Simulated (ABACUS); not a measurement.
# Worked estimates from a calculation on CaO (Fm-3m, 2 atoms in the cell; from Materials Project mp-2605, lattice scaled a little)

```
CELL_PARAMETERS angstrom
      0.00000     2.38120     2.38120
      2.38120     0.00000     2.38120
      2.38120     2.38120     0.00000
ATOMIC_POSITIONS crystal
  Ca 0.00000 0.00000 0.00000
  O  0.50000 0.50000 0.50000
```

Method: ABACUS with PBE, numerical atomic orbitals DZP (confined pseudo-atomic orbitals; energy shift 0.01 Ry), PseudoDojo 0.5 standard norm-conserving PBE (tails mended) pseudopotentials.

Main settings: basis = DZP numerical atomic orbitals, energy shift 0.01 Ry; KPT = Gamma 8 8 8 0.5 0.5 0.5; basis_type = lcao; ecutwfc = 100 Ry; smearing_method = fixed; potentials = PseudoDojo 0.5 standard norm-conserving PBE (tails mended); symmetry = 1; ks_solver = genelpa.

The atom-centred basis is finite, which shifts total energies and pressures against plane waves. The structure comes from a collection of computed structures, made at another level of theory; the collection holds predicted forms beside known ones. Its lattice was then scaled.

A band-structure run on this density gave a gap of 3.61 eV along the path. From the bottom of the conduction band at X toward W, the level moves away from the edge by 0.0373 eV at Δk = 0.0660 Å⁻¹ and by 0.1477 eV at Δk = 0.1319 Å⁻¹.

Task: Estimate the effective masses, and the wavelength of a photon at the gap.

Result: For a parabola ΔE = ħ²Δk²/(2m*), with ħ²/(2mₑ) = 3.810 eV Å², so m*/mₑ = 3.810 Δk²/ΔE. At the bottom of the conduction band: 3.810 × 0.0660²/0.0373 = 0.44 from the nearer point and 0.45 from the farther. Where the two differ the band is not parabolic over this range, and the mass at the edge lies beyond the nearer value. These are masses along one direction, for the outermost band, at this level of theory and without spin-orbit coupling. The gap corresponds to λ = 1239.8 nm eV/3.61 eV = 343 nm (the gap is indirect, so absorption there needs a phonon); semi-local functionals usually give gaps below the measured ones.

The atomic orbitals were generated for these runs; they are not ABACUS's published sets and were checked against plane waves on a few crystals only.

“Tails mended”: in these copies of the files the far tail of each local potential was reset to the Coulomb form.
